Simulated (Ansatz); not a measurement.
Ga4P3N, ordered on the zincblende lattice (Amm2) with 8 atoms a cell at its r2SCAN geometry, run in Ansatz at 2 levels of theory. The calculation is spin-unpolarised, and the structure need not be a phase that has been made.

The r2SCAN input:
```yaml
crystal:
  lattice:
    - [3.6970692547, 0.0, 0.0]
    - [0.0, 3.7040126491, 5.2167702119]
    - [0.0, -3.7040126491, 5.2167702119]
  atoms:
    - { symbol: "N", position: [0.0, 0.0019211423, 0.0019211423] }
    - { symbol: P, position: [0.5, -0.0009285408, 0.4993724596] }
    - { symbol: P, position: [0.5, 0.4993724596, -0.0009285408] }
    - { symbol: P, position: [0.0, 0.502532235, 0.502532235] }
    - { symbol: Ga, position: [0.5, 0.8946953284, 0.8946953284] }
    - { symbol: Ga, position: [0.0, 0.8897094532, 0.337933701] }
    - { symbol: Ga, position: [0.0, 0.337933701, 0.8897094532] }
    - { symbol: Ga, position: [0.5, 0.3747642211, 0.3747642211] }
kpoints:
  mp_grid: { grid: [8, 4, 4] }
  band_path:
    path:
      - [0.0, 0.0, 0.0]
      - [0.0, 0.5, 0.5]
      - [0.0, 0.6239678003, 0.3760321997]
      - [0.0, 0.3760321997, -0.3760321997]
      - [0.5, 0.0, 0.0]
      - [0.5, 0.3760321997, -0.3760321997]
      - [0.5, 0.6239678003, 0.3760321997]
      - [0.5, 0.5, 0.5]
      - [0.0, 0.5, 0.0]
      - [0.1, 0.0, 0.0]
      - [0.0, 0.1128096599, -0.1128096599]
    npoints: 1
hamiltonian:
  xc: r2scan
scf:
  occupations: { method: fermi_dirac, width: 0.02 }
  n_extra_bands: 6
output:
  forces: true
  stress: true
  eigenvalues: true
  write_density: true
  write_potential: true
  elf: true
  volumetric_format: npy
```

Main results, then, where recorded, the levels near the gap in eV from the Fermi energy (columns number the bands from 0), one row a point of the path (Γ, Y, C₀, Σ₀, Z, A₀, E₀, T, S, Γ–Z (0.20), Σ₀–Γ (0.70)):
```
Crystal: 8 atoms, lattice volume = 142.877 Å³
Symmetry: 4 space group operations
Space group: Amm2 (ITA 38)
```
```
Basis set: ecut = 500 eV, 3655 PW (Γ)
k-points: 35 of 128 (time reversal used)
SCF 1 converged in 9 iterations: F = -17826.306882 eV  dr2 = 1.15e-8
Free energy (F): -17826.306882 eV
Internal energy: -17826.306597 eV  (E = F + TS)
E sigma→0 (E₀):  -17826.306740 eV
Entropy (-TS):   -0.000286 eV (-0.036 meV/atom)
Fermi energy:    7.837898 eV
--- Forces (eV/Å), atoms counted from 1 ---
  atom   1  N       0.00000      0.00000    -0.00104
  atom   2  P       0.00000      0.00039      0.00054
  atom   3  P       0.00000    -0.00039      0.00054
  atom   4  P       0.00000      0.00000    -0.00899
  atom   5  Ga      0.00000      0.00000    -0.00901
  atom   6  Ga      0.00000    -0.00470      0.00433
  atom   7  Ga      0.00000      0.00470      0.00433
  atom   8  Ga      0.00000      0.00000      0.00933
--- Stress (GPa, compression-positive) ---
       -0.071114       0.000000       0.000000
        0.000000      -0.000023       0.000000
        0.000000       0.000000       0.015888
  P = ⅓ Tr σ = -0.0184 GPa (-0.184 kbar)
```
```tsv
band_32	band_33	band_34	band_35	band_36	band_37	band_38
-0.918	-0.515	-0.214	-0.032	0.032	2.012	2.323
-1.607	-1.600	-1.343	-1.032	2.064	2.591	2.895
-1.820	-1.730	-1.450	-0.672	1.948	2.948	3.276
-1.820	-1.730	-1.450	-0.672	1.948	2.948	3.276
-3.848	-3.569	-2.217	-1.100	2.908	3.607	3.792
-2.530	-1.912	-1.705	-1.486	1.369	1.963	2.564
-2.530	-1.912	-1.705	-1.486	1.369	1.963	2.564
-1.921	-1.474	-1.267	-0.978	0.815	1.573	2.149
-1.822	-1.046	-0.403	-0.390	0.983	2.959	3.110
-1.577	-0.816	-0.290	-0.274	0.069	2.207	3.004
-1.006	-0.971	-0.361	-0.032	0.142	2.332	2.942
```

The r2SCAN gap is direct at Γ: 0.06 eV. (This is within a few times the smearing of 0.02 eV, so the filling near the edges can be smeared.)

**Question.** In the first input these blocks are replaced (the band path and keys that only write files left aside):
```yaml
kpoints:
  mp_grid: { grid: [4, 4, 4] }
hamiltonian:
  xc: hse06
```
What comes out?

**Answer.**
```
Basis set: ecut = 420 eV, 2817 PW (Γ)
k-points: 21 of 64 (time reversal used)
SCF 1 converged in 9 iterations: F = -17785.105173 eV  dr2 = 4.03e-10
Exchange kernel: α = 0.2500, screened, ω = 0.2079 Å⁻¹, Wigner–Seitz truncation, v(0) = 1039.7348 eV·Å³, q-mesh 4×4×4
SCF 2 stopped early in 8 iterations: F = -17788.578491 eV  dr2 = 1.92e-6
hybrid outer 1: dexx = +3.887e-2 eV, tail = 1.21e-4 eV
SCF 3 converged in 9 iterations: F = -17788.577557 eV  dr2 = 4.79e-10
hybrid outer 2: dexx = +4.228e-6 eV, tail = 6.64e-8 eV, Δε = 2.74e-3 eV, ΔF = 4.01e-3 eV/Å
Free energy (F): -17788.577556 eV
Internal energy: -17788.576813 eV  (E = F + TS)
E sigma→0 (E₀):  -17788.577184 eV
Entropy (-TS):   -0.000743 eV (-0.093 meV/atom)
Fermi energy:    7.587314 eV
--- Forces (eV/Å), atoms counted from 1 ---
  atom   1  N       0.00000      0.00000    -0.00713
  atom   2  P       0.00000    -0.05768      0.00372
  atom   3  P       0.00000      0.05768      0.00372
  atom   4  P       0.00000      0.00000      0.05537
  atom   5  Ga      0.00000      0.00000      0.09224
  atom   6  Ga      0.00000      0.08748    -0.06512
  atom   7  Ga      0.00000    -0.08748    -0.06512
  atom   8  Ga      0.00000      0.00000    -0.01781
--- Stress (GPa, compression-positive) ---
        0.965823       0.000000       0.000000
        0.000000       0.418345       0.000000
        0.000000       0.000000       0.375717
  P = ⅓ Tr σ = 0.5866 GPa (5.866 kbar)
```
```tsv
band_32	band_33	band_34	band_35	band_36	band_37	band_38
-0.974	-0.232	-0.104	-0.021	0.020	2.395	2.810
-1.684	-1.670	-1.427	-1.091	2.566	3.182	3.421
-1.898	-1.830	-1.529	-0.718	2.503	3.496	3.758
-1.898	-1.830	-1.529	-0.718	2.503	3.496	3.758
-4.050	-3.768	-2.341	-1.140	3.520	4.272	4.309
-2.630	-1.987	-1.773	-1.577	1.866	2.334	3.090
-2.630	-1.987	-1.773	-1.577	1.866	2.334	3.090
-2.009	-1.532	-1.350	-1.014	1.313	1.923	2.653
-1.928	-1.106	-0.435	-0.410	1.502	3.418	3.579
-1.650	-0.816	-0.309	-0.293	0.472	2.631	3.482
-1.065	-0.991	-0.379	-0.047	0.557	2.748	3.439
```
HSE06 gives a direct gap of 0.04 eV at Γ. (This is within a few times the smearing of 0.02 eV, so the filling near the edges can be smeared.) The mean pressure at these positions is +0.6 GPa, compression counted positive. The stress of a hybrid is loosely converged here.

The hybrids run on coarser meshes, which limits their stresses and small splittings of levels.

Totals of different functionals can't be compared.

Gaps or overlaps of about a tenth of an eV are at the limit of these meshes: between the points read a gap can be smaller or closed.
